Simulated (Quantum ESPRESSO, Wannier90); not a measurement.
## Wannier functions of HgTe (P3₂21)

```xyz
6
Lattice="4.6629 0.0000 0.0000 -2.3315 4.0382 0.0000 0.0000 0.0000 10.4080" Properties=species:S:1:pos:R:3 pbc="T T T"
Hg    -0.7267    -1.2586     0.0000
Hg     1.4533     0.0000    -3.4693
Hg    -0.7267     1.2586     3.4693
Te    -1.1337    -1.9637     5.2040
Te     2.2675     0.0000     1.7347
Te    -1.1337     1.9637    -1.7347
```

Cell from Materials Project (mp-1071269), symmetrised, no further relaxation. Not found in the COD (Crystallography Open Database) copy used, which has the formula in other groups; not checked further. Method: PBEsol plane waves in Quantum ESPRESSO 7.5 (PseudoDojo norm-conserving files, 66 Ry, no spin polarisation, no spin-orbit coupling), Bloch states on a 4×4×4 mesh through Γ, Wannier90 4.0.1. Density: 12×12×4 mesh, Gaussian smearing 0.01 Ry. The cell is built of weakly bound layers, chains or molecules. Database cells relaxed without dispersion often hold them too far apart, which can enlarge gaps and weakens couplings between them; spacing and stacking were not compared with the measured crystal. Spin-orbit coupling is left out although heavy elements are present.

Bands 46-54 form an isolated set from -5.14 to 0.00 eV relative to the valence-band maximum (on the path) and are turned into 9 Wannier functions by minimising the spread from the start: SCDM (isolated).

**Question.** Where do the functions sit, how wide are they and what are they made of?

**Answer.** 
| functions | spread (Å²) | nearest atom, distance (Å) | second atom, distance (Å) | weight on atomic waves |
|---|---|---|---|---|
| 6 | 4.87 | Te 0.92 | Hg 1.80 | Te 5p 64 %, Hg 6s 23 %, Hg 5d 6 % |
| 3 | 4.74 | Te 0.03 | Hg 2.70 | Te 5p 85 %, Hg 5d 4 % |

Ω_I = 41.66 Å², Ω_total = 43.44 Å²; the interpolated bands follow pw.x to 36 meV rms on the path. Only this start was tried; a symmetric start can stop on a saddle, and mixtures of these functions could lower the total by at most Ω_total − Ω_I.
